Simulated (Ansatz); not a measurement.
Ge2Sb2Te5 in space group P-3m1 (No. 164; Pearson symbol hP9), r²SCAN+D4 (plane waves, PAW; program Ansatz), all energies at zero smearing, with the estimated change up to a 700 eV cutoff added, with one set of potentials and settings (totals compare only within such a set). Cell of 9 atoms (2 Ge, 2 Sb, 5 Te): -56580.790 eV.

| element | reference phase | E (eV/atom) |
|---|---|---|
| Ge | Fd-3m, 2 atoms in the cell | -4303.0261 |
| Sb | R-3m, 2 atoms in the cell | -6499.3628 |
| Te | P3_121, 3 atoms in the cell | -6995.0583 |

Formation energy per atom, worked out: (-56580.790 − 2×(-4303.0261) − 2×(-6499.3628) − 5×(-6995.0583))/9 = -0.080 eV/atom (-8 kJ per mol of atoms), at 0 K, without zero-point energy or fitted corrections.

The cell was relaxed with r²SCAN+D4 under the symmetry of its start. At this level the phase is dynamically unstable (imaginary phonons). The references are the lowest solids computed at this level, not always the standard phases. Spin–orbit coupling is left out wherever it is not named.

Potentials: the earlier of the program's two PAW sets. The files were generated under PBE; for other functionals the program regenerates the frozen cores, and for LDA and PBEsol the local potential too.
